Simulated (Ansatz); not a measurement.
Input:

Sn:
```yaml
crystal:
  lattice:
    - [-1.60172, 1.60172, 2.51875]
    - [1.60172, -1.60172, 2.51875]
    - [1.60172, 1.60172, -2.51875]
  atoms:
    - { symbol: Sn, position: [0.00000, 0.00000, 0.00000] }
```

This is the LDA-relaxed structure. x, y and z are the axes in which the lattice vectors are written.

Task: All from DFT-LDA in the program Ansatz with PAW potentials, unless another level is named. Give the bulk modulus (Birch–Murnaghan fit).

Result: 58.9 GPa.

Task: What about the elastic constants (relaxed ions, GPa)?

Result: C11 = 92.2, C12 = 30.7, C13 = 53.9, C33 = 65.4, C44 = 12.3, C66 = -2.7.

Space group I4/mmm (body-centred tetragonal). This is a known high-pressure phase of the composition, computed here at zero pressure and temperature. The LDA relaxation kept the symmetry of its start. At this level the phase is mechanically unstable. As this level gives no gap, shear constants depend on the k-mesh and smearing (Fermi–Dirac, 0.1 eV here). On the denser mesh and wider smearing of the elastic run this cell carries a stress of 0.4 GPa. Spin–orbit coupling is left out wherever it is not named.

Potentials: the earlier of the program's two PAW sets.
